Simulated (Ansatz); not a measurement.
A structure of ZnS relaxed with PBEsol (plane waves to 420 eV, PAW, scalar-relativistic; Ansatz, a quantum-chemistry and plane-wave program); single points at other levels follow on the same geometry (Ansatz, PAW; HSE06 at 420 eV on a 8×8×8 k-mesh; no spin-orbit coupling). Space group F-43m (No. 216).

ZnS is modelled in the cubic space group F-43m (No. 216), the zinc blende structure, Pearson symbol cF8. Lattice parameters: a = b = c = 5.3568 Å, α = β = γ = 90.00°. S on 4d is coordinated by 4 Zn at 2.320 Å (tetrahedral). Zn on 4a sees 4 S at 2.320 Å (tetrahedral). (Neighbours: up to the widest gap in distance over summed covalent radii, below 1.35, at either atom; cation-cation and far metal-metal contacts left out.)
(The calculation used a cell of 2 atoms; values per cell refer to that cell.)

```csv
level,gap (eV),kind,conduction minimum
PBEsol,2.08,direct,Γ
HSE06,___,–,___
```

Task: Complete the blanks.

Result: 
- HSE06, gap (eV): 3.46
- HSE06, conduction minimum: Γ

No spin polarisation in the result.

Measured for ZnS: a 5.41 Å (room temperature; as listed in Martin Albrecht, Beate Paulus, Hermann Stoll, Phys. Rev. B (1997)); gap 3.94 eV (static lattice; corrected from measurement; as listed in Wei Chen et al., Physical Review Materials (2018)). Computed minus measured — a: PBEsol -1.0 %; gap: PBEsol -1.86 eV, HSE06 -0.48 eV. The computed values are for a static lattice, and a measured gap can be an optical one, lowered by exciton binding.

The run could not lose the symmetry of its start.

All atoms sit on sites fixed by symmetry, so only the cell could relax.

It was reached from a disturbed copy of a F-43m (No. 216) cell (zinc blende type), against which it lies under 1 meV/atom.
